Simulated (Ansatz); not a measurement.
Hf₂Cu:
```yaml
crystal:
  lattice:
    - [-1.56942, 1.56942, 5.50348]
    - [1.56942, -1.56942, 5.50348]
    - [1.56942, 1.56942, -5.50348]
  atoms:
    - { symbol: Hf, position: [0.34422, 0.34422, 0.00000] }
    - { symbol: Hf, position: [0.65578, 0.65578, 0.00000] }
    - { symbol: Cu, position: [0.00000, 0.00000, 0.00000] }
```

Relaxed with PBEsol. Special points in fractions of this cell's reciprocal vectors: Γ (0.000, 0.000, 0.000); X (0.000, 0.000, 0.500); P (0.250, 0.250, 0.250); N (0.000, 0.500, 0.000); M (0.500, 0.500, -0.500); S (0.270, 0.730, -0.270); S0 (-0.270, 0.270, 0.270); R (-0.041, 0.041, 0.500); G (0.500, 0.500, -0.041).

Q: List the band energies nearest the Fermi level at these points for PBEsol (plane waves, PAW; program Ansatz).

A: In eV from the Fermi level; about four levels below and three above (degenerate sets whole), none deeper than 8.9 eV; points with the same levels are listed once.

| k | below | above |
|---|---|---|
| Γ | -3.29 -3.29 -3.15 -1.78 -0.91 | 0.64 2.47 2.47 |
| X | -2.38 -2.10 -1.17 -0.72 | 1.45 1.77 4.07 |
| P | -2.71 -2.10 -2.00 -2.00 | 0.48 0.48 2.23 |
| N | -3.37 -3.37 -2.36 -1.63 -0.57 | 0.33 0.86 0.98 |
| M | -3.29 -3.29 -3.14 -1.39 -0.93 | 0.42 1.49 1.49 |
| S | -3.36 -2.12 -1.99 -0.29 | 0.15 0.40 1.33 |
| R | -2.27 -2.13 -1.36 -0.77 | 1.38 1.94 4.02 |

Space group I4/mmm (MoSi2 or CaC2 type). The first step of the workflow began from a Materials Project structure, measured or hypothetical; the Crystallography Open Database files this formula in space group No. 139, but the cells were not matched. Whether it is the stable phase at ambient conditions was not checked. Symmetry was held in the PBEsol relaxation; of distortions, only those at the zone centre were tested. The run is not spin-polarised. Spin–orbit coupling is left out wherever it is not named.

Potentials: the later of the program's two PAW sets.
